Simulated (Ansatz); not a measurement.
TiGa2:
```cif
data_Ga16Ti8
_chemical_formula_sum 'Ga16 Ti8'
_space_group_name_H-M_alt 'Fddd :1'
_space_group_IT_number 70
_space_group_name_Hall 'F 2 2 -1d'
_cell_length_a 5.23320
_cell_length_b 7.93637
_cell_length_c 9.15008
_cell_angle_alpha 90.000
_cell_angle_beta 90.000
_cell_angle_gamma 90.000
loop_
_atom_site_label
_atom_site_type_symbol
_atom_site_symmetry_multiplicity
_atom_site_Wyckoff_symbol
_atom_site_fract_x
_atom_site_fract_y
_atom_site_fract_z
_atom_site_occupancy
Ga1 Ga 16 f 0.00000 0.16388 0.00000 1
Ti1 Ti 8 b 0.50000 0.50000 0.50000 1
```
(The calculation used a cell of 6 atoms; values per cell refer to that cell.)

Relaxed with DFT-PBEsol in the program Ansatz with PAW potentials. Indices refer to the conventional cell of Fddd, a = 5.233 Å, b = 7.936 Å, c = 9.150 Å, α = 90.00°, β = 90.00°, γ = 90.00°.

Simulate the powder diffraction pattern (Cu Kα, λ = 1.54184 Å; lines above 1 %) up to 2θ = 90°.

Simulated powder pattern, Cu Kα, λ = 1.54184 Å (kinematic, ideal powder, no thermal factors, no anomalous dispersion; the 30 strongest lines at most, above 1 %, up to 2θ = 90°):

| 2θ (°) | d (Å) | I/Imax (%) | hkl |
|---|---|---|---|
| 22.55 | 3.943 | 8.2 | (111) |
| 29.80 | 2.998 | 2.5 | (022) |
| 35.91 | 2.501 | 2.8 | (113) |
| 39.39 | 2.288 | 50 | (004) |
| 39.42 | 2.286 | 100 | (131) |
| 39.68 | 2.271 | 98 | (202) |
| 41.33 | 2.184 | 1.2 | (220) |
| 45.73 | 1.984 | 1.1 | (040) |
| 48.78 | 1.867 | 53 | (133) |
| 62.12 | 1.494 | 1.9 | (242) |
| 64.42 | 1.446 | 22 | (135) |
| 64.83 | 1.438 | 21 | (331) |
| 71.62 | 1.318 | 16 | (206) |
| 71.83 | 1.314 | 15 | (333) |
| 72.21 | 1.308 | 7.6 | (400) |
| 74.70 | 1.271 | 14 | (062) |
| 81.55 | 1.180 | 11 | (260) |
| 84.76 | 1.144 | 4.9 | (008) |
| 84.77 | 1.144 | 9.7 | (137) |
| 85.15 | 1.140 | 9.6 | (335) |
| 85.50 | 1.136 | 9.5 | (404) |

The start of the workflow was typed in or built on a structure type; neither database checked (COD, Materials Project) lists it. Whether it is the stable phase at ambient conditions was not checked. The cell was relaxed with PBEsol under the symmetry of its start; its stability against distortions is not shown here. The run is not spin-polarised. Axis ratios of metals converge slowly with the k-mesh, so a and c are less sure than the volume.

Potentials: the later of the program's two PAW sets.
